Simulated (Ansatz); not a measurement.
Structure relaxation, Ta

The start is a relaxed Ta cell, doubled along one cell vector, shaken by Gaussian noise of σ = 0.08 Å a coordinate. The structure is fully relaxed (lattice and positions, P = 0) with PBEsol (plane waves to 420 eV, PAW, scalar-relativistic; Ansatz, an electronic-structure program). The first steps use a coarse 5×9×9 k-mesh.

Initial structure:
```
CELL_PARAMETERS angstrom
      0.00000     6.00249     6.00249
      3.00125     0.00000     3.00125
      3.00125     3.00125     0.00000
ATOMIC_POSITIONS crystal
  Ta 0.38591 0.73586 0.73315
  Ta 0.88034 0.76062 0.72321
  Ta 0.24098 0.52279 0.51073
  Ta 0.74160 0.48785 0.51863
```

**Question.** How does the volume per atom move from start to end?

**Answer.** -33.7 %, from 27.03 to 17.92 Å³/atom.

**Question.** Is the relaxed structure metallic? Give its gap.

**Answer.** No gap (metallic).

**Question.** Give the final cell and atomic positions.

**Answer.** 
Space group Cccm (No. 66); a = 2.8170 Å, b = 5.3054 Å, c = 9.5944 Å, α = β = γ = 90.00°

```csv
atom,site,symmetry,x,y,z
Ta,4a,222,0.0000,0.0000,0.2500
Ta,4e,..2/m,0.2500,0.2500,0.0000
```
(The calculation used a cell of 4 atoms; values per cell refer to that cell.)

Final values are on a 19×19×5 k-mesh of the relaxed cell. The start holds a very short contact (Ta–Ta 2.47 Å). No spin polarisation in the result.

The relaxed structure here is a generated cell of Ta: the first start was made by placing the elements on the sites of a structure type, and the end was not matched to a known phase here, so it may be hypothetical. Known forms of Ta include space group No. 229.
